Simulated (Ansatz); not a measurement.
## Compressing KCl: a fit and a missing row

KCl, Fm-3m, a = 6.293 Å. Ansatz: r2SCAN, PAW, 500 eV, Γ-centred 6×6×6 mesh on 2 atoms, Gaussian smearing 0.02 eV; no spin polarisation. Symmetry fixes shape and atoms, so the cell is only scaled; pressure is positive in compression.

| V (Å³/atom) | P (GPa) |
| --- | --- |
| 29.282 | 1.38 |
| 30.216 | ? |
| 31.151 | 0.00 |
| 32.085 | -0.53 |
| 33.020 | -0.97 |

Problem. Take V0 = 31.151 Å³/atom, fit the third-order Birch–Murnaghan form to the other rows, and predict the missing pressure.

Solution. With the Eulerian strain f = ½[(V0/V)^(2/3) − 1] and y = P/[3f(1 + 2f)^(5/2)], the form is the line y = B0 + 1.5 B0 (B0′ − 4) f. Rows (f, y): 0.02106, 19.70; -0.00975, 19.03; -0.01905, 18.70. Means f = -0.002580, y = 19.143; Σ(Δf)² = 0.0008815, ΣΔfΔy = 0.02127; the slope is their ratio. y = 19.21 + 24.13 f GPa, so B0 = 19.2 GPa and B0′ = 4 + 2 × (24.13)/(3 × 19.21) = 4.84. At V = 30.216, f = 0.01026, y = 19.458 and P = 0.63 GPa. The run gave 0.63 GPa, the same to the digits shown.